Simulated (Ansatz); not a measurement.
# Lattice dynamics at Γ of Zr₃SnO₈ (rutile sites, Cmmm)

Perturbation theory with PBEsol in Ansatz 0.2.0 on the PBEsol cell, ground state and force constants on a 4×4×4 mesh. No spin polarisation. The prototype was imposed, so other structures may be more stable.

It is orthorhombic, Cmmm (No. 65); conventional cell a = 6.818 Å, b = 6.862 Å, c = 6.468 Å, 12.61 Å³ an atom. Zr is surrounded by 6 O at 2.09–2.11 Å; Zr is surrounded by 6 O at 2.09–2.10 Å; O is surrounded by 3 Zr at 2.09 Å; O is surrounded by 1 Sn at 2.08 Å and 2 Zr at 2.10–2.11 Å; Sn is surrounded by 6 O at 2.07–2.08 Å; O is surrounded by 1 Sn at 2.07 Å and 2 Zr at 2.10 Å.

```yaml
crystal:
  lattice:
    - [3.40916, -3.43087, 0.00000]
    - [3.40916, 3.43087, 0.00000]
    - [0.00000, 0.00000, 6.46768]
  atoms:
    - { symbol: Zr, position: [0.50000, 0.50000, 0.00000] }
    - { symbol: Zr, position: [0.00000, 0.00000, 0.74929] }
    - { symbol: O, position: [0.19377, 0.19377, 0.00000] }
    - { symbol: O, position: [0.80623, 0.80623, 0.00000] }
    - { symbol: O, position: [0.69430, 0.30570, 0.74765] }
    - { symbol: O, position: [0.30570, 0.69430, 0.74765] }
    - { symbol: Sn, position: [0.50000, 0.50000, 0.50000] }
    - { symbol: Zr, position: [0.00000, 0.00000, 0.25071] }
    - { symbol: O, position: [0.19627, 0.19627, 0.50000] }
    - { symbol: O, position: [0.80373, 0.80373, 0.50000] }
    - { symbol: O, position: [0.69430, 0.30570, 0.25235] }
    - { symbol: O, position: [0.30570, 0.69430, 0.25235] }
```

Optical modes without the longitudinal term:
```json
{"ω (cm⁻¹)": "98", "degeneracy": "1", "IR intensity, summed over the level ((D/Å)²/amu)": "6.99"}
{"ω (cm⁻¹)": "100", "degeneracy": "1", "IR intensity, summed over the level ((D/Å)²/amu)": "0.00"}
{"ω (cm⁻¹)": "115", "degeneracy": "1", "IR intensity, summed over the level ((D/Å)²/amu)": "0.00"}
{"ω (cm⁻¹)": "127", "degeneracy": "1", "IR intensity, summed over the level ((D/Å)²/amu)": "1.14"}
{"ω (cm⁻¹)": "185", "degeneracy": "1", "IR intensity, summed over the level ((D/Å)²/amu)": "8.45"}
{"ω (cm⁻¹)": "189", "degeneracy": "1", "IR intensity, summed over the level ((D/Å)²/amu)": "0.00"}
{"ω (cm⁻¹)": "206", "degeneracy": "1", "IR intensity, summed over the level ((D/Å)²/amu)": "50.65"}
{"ω (cm⁻¹)": "216", "degeneracy": "1", "IR intensity, summed over the level ((D/Å)²/amu)": "36.14"}
{"ω (cm⁻¹)": "251", "degeneracy": "1", "IR intensity, summed over the level ((D/Å)²/amu)": "0.00"}
{"ω (cm⁻¹)": "253", "degeneracy": "1", "IR intensity, summed over the level ((D/Å)²/amu)": "0.00"}
{"ω (cm⁻¹)": "261", "degeneracy": "1", "IR intensity, summed over the level ((D/Å)²/amu)": "0.00"}
{"ω (cm⁻¹)": "264", "degeneracy": "1", "IR intensity, summed over the level ((D/Å)²/amu)": "6.74"}
{"ω (cm⁻¹)": "285", "degeneracy": "1", "IR intensity, summed over the level ((D/Å)²/amu)": "2.62"}
{"ω (cm⁻¹)": "288", "degeneracy": "1", "IR intensity, summed over the level ((D/Å)²/amu)": "7.82"}
{"ω (cm⁻¹)": "293", "degeneracy": "1", "IR intensity, summed over the level ((D/Å)²/amu)": "47.54"}
{"ω (cm⁻¹)": "309", "degeneracy": "1", "IR intensity, summed over the level ((D/Å)²/amu)": "90.68"}
{"ω (cm⁻¹)": "330", "degeneracy": "1", "IR intensity, summed over the level ((D/Å)²/amu)": "0.00"}
{"ω (cm⁻¹)": "367", "degeneracy": "1", "IR intensity, summed over the level ((D/Å)²/amu)": "0.00"}
{"ω (cm⁻¹)": "391", "degeneracy": "1", "IR intensity, summed over the level ((D/Å)²/amu)": "0.00"}
{"ω (cm⁻¹)": "411", "degeneracy": "1", "IR intensity, summed over the level ((D/Å)²/amu)": "0.00"}
{"ω (cm⁻¹)": "421", "degeneracy": "1", "IR intensity, summed over the level ((D/Å)²/amu)": "33.86"}
{"ω (cm⁻¹)": "433", "degeneracy": "1", "IR intensity, summed over the level ((D/Å)²/amu)": "1.71"}
{"ω (cm⁻¹)": "454", "degeneracy": "1", "IR intensity, summed over the level ((D/Å)²/amu)": "52.01"}
{"ω (cm⁻¹)": "455", "degeneracy": "1", "IR intensity, summed over the level ((D/Å)²/amu)": "0.00"}
{"ω (cm⁻¹)": "462", "degeneracy": "1", "IR intensity, summed over the level ((D/Å)²/amu)": "0.00"}
{"ω (cm⁻¹)": "470", "degeneracy": "1", "IR intensity, summed over the level ((D/Å)²/amu)": "30.67"}
{"ω (cm⁻¹)": "520", "degeneracy": "1", "IR intensity, summed over the level ((D/Å)²/amu)": "0.00"}
{"ω (cm⁻¹)": "547", "degeneracy": "1", "IR intensity, summed over the level ((D/Å)²/amu)": "15.44"}
{"ω (cm⁻¹)": "556", "degeneracy": "1", "IR intensity, summed over the level ((D/Å)²/amu)": "0.48"}
{"ω (cm⁻¹)": "584", "degeneracy": "1", "IR intensity, summed over the level ((D/Å)²/amu)": "0.00"}
{"ω (cm⁻¹)": "647", "degeneracy": "1", "IR intensity, summed over the level ((D/Å)²/amu)": "0.00"}
{"ω (cm⁻¹)": "662", "degeneracy": "1", "IR intensity, summed over the level ((D/Å)²/amu)": "0.24"}
{"ω (cm⁻¹)": "757", "degeneracy": "1", "IR intensity, summed over the level ((D/Å)²/amu)": "0.00"}
```

The zone-centre optical frequencies run from 98 to 757 cm⁻¹, none imaginary (the rest of the zone wasn't tested). The long-range field leaves the highest mode where it is. Of the real levels 17 are infrared active, the strongest at 309 cm⁻¹.

The clamped-ion dielectric constant comes out as 4.74, 4.78 and 5.39 along x, y and z. With the ions relaxed, ε⁰ is 24.8, 38.4 and 27.8 along x, y and z. Born charges, averaged over directions: Zr +5.71 to +5.95, O -2.92 to -2.64, Sn +4.59 e. The program notes that the ground state's band table doesn't vouch for all the bands that the response reads.

For comparison, on the r2SCAN cell the mean ε∞ is 4.51 with r2SCAN (ground state on 4×4×4; least gap 3.33 eV).

Spin-orbit coupling is left out, which matters wherever the heavy atoms make up the band edges.
